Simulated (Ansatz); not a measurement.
Ru (hcp, Mg type)

```yaml
crystal:
  lattice:
    - [5.44406, 0.00000, 0.00000]
    - [-1.36102, 2.35735, 0.00000]
    - [0.00000, 0.00000, 4.29074]
  atoms:
    - { symbol: Ru, position: [0.16667, 0.66667, 0.75000] }
    - { symbol: Ru, position: [0.66667, 0.66667, 0.75000] }
    - { symbol: Ru, position: [0.33333, 0.33333, 0.25000] }
    - { symbol: Ru, position: [0.83333, 0.33333, 0.25000] }
```

The atoms are displaced by Q × the pattern below (from a DFPT mode at M = (0.5, 0.0, 0.0), largest move 1; Q in Å), at fixed cell. (q is in reciprocal vectors of the primitive cell; the cell shown is doubled to hold the pattern.)

```json
[
 {"atom": "Ru1", "x": "0.000", "y": "0.000", "z": "-1.000"},
 {"atom": "Ru2", "x": "0.000", "y": "0.000", "z": "1.000"},
 {"atom": "Ru3", "x": "0.000", "y": "0.000", "z": "-1.000"},
 {"atom": "Ru4", "x": "0.000", "y": "0.000", "z": "1.000"}
]
```

Computed with PBE (plane waves to 420 eV, PAW, scalar-relativistic; Ansatz, an electronic-structure program). k mesh 10×20×11 (Γ-centred), Fermi-Dirac smearing 0.05 eV. Energies are smeared free energies. With partly filled bands, energies and forces of such displacements shift with the k mesh and the smearing. Ru is run without spin polarisation. Ru was relaxed with its symmetry unable to fall. The PAW data are Ansatz's earlier set. ΔE is measured from the undisplaced structure. The last digit holds for this mesh only.

| Q (Å) | ΔE (meV/cell) |
|---|---|
| -0.1000 | 225.2 |
| -0.0833 | withheld |
| -0.0667 | 98.1 |
| -0.0500 | 54.7 |
| -0.0333 | 24.2 |
| -0.0167 | 6.0 |
| 0.0000 | 0.0 |
| 0.0167 | 6.0 |
| 0.0333 | 24.2 |
| 0.0500 | 54.7 |
| 0.0667 | 98.1 |
| 0.0833 | withheld |
| 0.1000 | 225.2 |

**Question.** Fit an even polynomial form (powers 2, 4) to the given rows and predict ΔE at Q = 0.0833.

**Answer.** Least squares on the 11 given rows: ΔE = (21680)·Q² + (84370)·Q⁴, in meV/cell with Q in Å; root-mean-square residual 0.04 meV/cell. At 0.0833 the fit gives 154.5 meV/cell; the calculation gives 154.7 meV/cell, so the interpolation is off by -0.2 (-0.1 %). The quadratic term alone would give 150.4 meV/cell.

(A displaced cell: forces are minus the slopes of the energy, force constants its curvatures, and phonons follow from these.)
